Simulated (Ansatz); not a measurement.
Relaxed-ion elastic tensor of BN in space group Pm-3n (No. 223; B on 6c, N on 6d) in GPa (Voigt order), r²SCAN (plane waves, PAW; program Ansatz); density 2.86 g/cm³, 7.20 Å³ per atom.

```csv
,1,2,3,4,5,6
1,742,90.0,90.0,0.0,0.0,0.0
2,90.0,742,90.0,0.0,0.0,0.0
3,90.0,90.0,742,0.0,0.0,0.0
4,0.0,0.0,0.0,201,0.0,0.0
5,0.0,0.0,0.0,0.0,201,0.0
6,0.0,0.0,0.0,0.0,0.0,201
```

### Question
Is the crystal mechanically stable?

### Answer
Yes: the smallest eigenvalue of C is 201 GPa.

### Question
Work out the Voigt, Reuss and Hill averages.

### Answer
K_V = 307, K_R = 307, K_H = 307; G_V = 251, G_R = 238, G_H = 244 GPa.

### Question
Give Young's modulus, Poisson's ratio, Pugh's ratio and the universal anisotropy index.

### Answer
E = 9KG/(3K + G) = 580 GPa; ν = 0.19; K/G = 1.26 (brittle by the Pugh limit of 1.75); A_U = 5G_V/G_R + K_V/K_R − 6 = 0.28.

### Question
Estimate the sound speeds and the Debye temperature.

### Answer
v_l = √((K + 4G/3)/ρ) = 14900 m/s, v_t = √(G/ρ) = 9240 m/s, mean 10200 m/s; Θ = (h/k)(3n/4πV)^(1/3) v_m = 1570 K.

### Question
Give the Zener ratio and Young's modulus along [100], [110] and [111].

### Answer
A = 2C44/(C11 − C12) = 0.62; 1/E = S11 − 2(S11 − S12 − S44/2)Γ with Γ = 0, 1/4, 1/3 gives 723, 538, 496 GPa.

### Question
Solve the Christoffel equation for the three sound speeds along [100], [110], [111].

### Answer
Eigenvalues of C_ijkl n_j n_l equal ρv². In km/s, slowest first: [100] 8.39, 8.39, 16.10; [110] 8.39, 10.67, 14.69; [111] 9.97, 9.97, 14.18.

The start of the workflow was typed in or built on a structure type; neither database checked (COD, Materials Project) lists it. It is not the phase usual at ambient conditions (space group No. 186, 194, 216). The cell was relaxed with r²SCAN under the symmetry of its start; whether a distortion lowers the energy is not shown.

Potentials: the later of the program's two PAW sets.
